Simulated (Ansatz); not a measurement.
TiTe₂ (rutile, space group No. 136) at seven volumes, PBE (plane waves, PAW; program Ansatz), shape and atoms relaxed at each. One row is withheld.

| V (Å³/atom) | P (GPa) |
|---|---|
| 26.113 | 5.81 |
| 26.974 | 3.56 |
| 27.835 | ? |
| 28.696 | 0.00 |
| 29.557 | -1.41 |
| 30.418 | -2.59 |
| 31.279 | -3.53 |

### Question
Fit the shown pressures and predict the withheld one.

### Answer
P = (3/2)B₀(x^(7/2) − x^(5/2))[1 + (3/4)(B′ − 4)(x − 1)] with x = (V₀/V)^(2/3). Least squares on the six rows gives V₀ = 28.688 Å³/atom, B₀ = 50.0 GPa, B′ = 4.53. At V = 27.835, x = 1.0203 and P = 1.62 GPa. The run itself gave 1.64 GPa.

Space group P4_2/mnm (rutile). A made-up cell: these elements were put on the sites of a structure type; neither database checked (COD, Materials Project) lists it. COD files the formula under space group No. 164, so this cell is another polymorph or a model. Its standing as an ambient phase is unchecked. The PBE relaxation kept the symmetry of its start; whether a distortion lowers the energy is not shown. The run is not spin-polarised. Scalar-relativistic: spin–orbit coupling is off unless named, which matters more the heavier the elements.

Potentials: the later of the program's two PAW sets.
